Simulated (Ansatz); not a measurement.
Consider the following.

VN:
Space group Fm-3m (No. 225); a = 4.0730 Å, b = 4.0730 Å, c = 4.0730 Å, α = 90.00°, β = 90.00°, γ = 90.00°

```csv
atom,site,symmetry,x,y,z
N,4a,m-3m,0.0000,0.0000,0.0000
V,4b,m-3m,0.5000,0.5000,0.5000
```
(The calculation used a cell of 2 atoms; values per cell refer to that cell.)

This is the PBEsol-relaxed structure.

Question: All from plane-wave PAW PBEsol (Ansatz code), unless another level is named. Predict the Debye temperature from the elastic constants.

Answer: 850 K.

Question: And the elastic constants (relaxed ions, GPa)?

Answer: C11 = 690, C12 = 170, C44 = 132.

The cell was relaxed with PBEsol under the symmetry of its start. The workflow began spin-polarised and lost its moments. As this level gives no gap, shear constants depend on the k-mesh and smearing (Fermi–Dirac, 0.1 eV here). On the denser mesh and wider smearing of the elastic run this cell carries a stress of 0.3 GPa.

Potentials: the later of the program's two PAW sets.
